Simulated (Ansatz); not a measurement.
HfC:
```
HfC
1.0
    3.85376     0.00000     0.00000
   -1.92688     3.33745     0.00000
    0.00000     0.00000     4.63648
Hf C
2 2
Direct
  0.33333   0.66667   0.93800
  0.66667   0.33333   0.43800
  0.33333   0.66667   0.43700
  0.66667   0.33333   0.93700
```

Relaxed with PBE. Special points in fractions of this cell's reciprocal vectors: Γ (0.000, 0.000, 0.000); M (0.500, 0.000, 0.000); K (0.333, 0.333, 0.000); A (0.000, 0.000, 0.500); L (0.500, 0.000, 0.500); H (0.333, 0.333, 0.500).

### Question
List the band energies nearest the Fermi level at these points for the program Ansatz at the PBE level (PAW).

### Answer
In eV from the Fermi level; about four levels below and three above (degenerate sets whole), none deeper than 8.9 eV; points with the same levels are listed once.

| k | below | above |
|---|---|---|
| Γ | -2.69 -2.69 -2.56 -2.56 -1.92 | 1.32 1.33 1.33 |
| M | -1.92 -1.62 -1.32 -0.19 | 0.26 1.79 3.15 |
| K | -2.32 -2.32 -1.61 -1.61 -0.96 | 0.38 0.68 3.29 |
| A | -3.07 -3.07 -3.07 -3.07 | 4.21 4.21 4.44 4.44 4.44 4.44 |
| L | -2.31 -2.31 -1.58 -1.58 | 2.40 2.40 3.71 3.71 |
| H | -2.30 -2.30 -1.85 -1.85 | 1.48 1.48 4.44 4.44 |

Space group P6_3/mmc. The start of the workflow was typed in or built on a structure type; the Crystallography Open Database copy checked does not list it. It is not the phase usual at ambient conditions (space group No. 225). Symmetry was held in the PBE relaxation; its stability against distortions is not shown here. The run is not spin-polarised. Point labels and valley counts follow the cell and symmetry of the run, lower than the named group. Scalar-relativistic: spin–orbit coupling is off unless named, which matters more the heavier the elements.

Potentials: the earlier of the program's two PAW sets.
